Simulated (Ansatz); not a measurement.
Quadrupolar parameters in MnSi

The cell is an entry of the Crystallography Open Database (COD), ions relaxed with PBE at fixed cell.

Space group P2_13 (No. 198); a = 4.5561 Å.

| site | Wyckoff | site symmetry | x | y | z |
| --- | --- | --- | --- | --- | --- |
| Mn | 4a | .3. | 0.1356 | 0.1356 | 0.1356 |
| Si | 4a | .3. | 0.8449 | 0.8449 | 0.8449 |

One atom of each set is listed.

Method: Kohn–Sham DFT in Ansatz, PBE, plane waves and PAW, scalar-relativistic, collinear spin, 420 eV cutoff, Γ-centred 7×7×7 k-points, Fermi–Dirac smearing 0.05 eV. Start moments as typed (μB): 3 on each Mn, none on the rest.

C_Q = eQV_zz/h, which is 24.18 MHz for Q = 1 b and V_zz = 10²¹ V/m²; η = (V_xx − V_yy)/V_zz.

⁵⁵Mn: I = 5/2, Q = 330.0 mb. Nuclear quadrupole moments: year-2017 set (Pyykkö).

```tsv
site	atoms	first shell	V_xx, V_yy, V_zz (10²¹ V/m²)	η	C_Q (MHz)
Mn	4	7 Si at 2.29–2.55 Å, 6 Mn at 2.79 Å	-0.20, -0.20, 0.40	0.00	3.18
Si	4	7 Mn at 2.29–2.55 Å, 6 Si at 2.82 Å	1.77, 1.77, -3.54	0.00	–
```

An axis of threefold or higher order runs through Mn and Si, so V_zz lies along it and η is zero.

Si has no stable isotope with a ground-state quadrupole moment in the table, so no C_Q is given.

At this cell the principal stresses reach 5 GPa in size with PBE, which can matter for small gradients. The run finds no gap above 0.1 eV (a metal, or nearly one), so the gradients can move by 10 % or more with the k-mesh. The run lost most of its start moments on Mn; a state with other moments may lie lower. The magnetic order is the one that the run reached from its start moments, not necessarily the measured one.
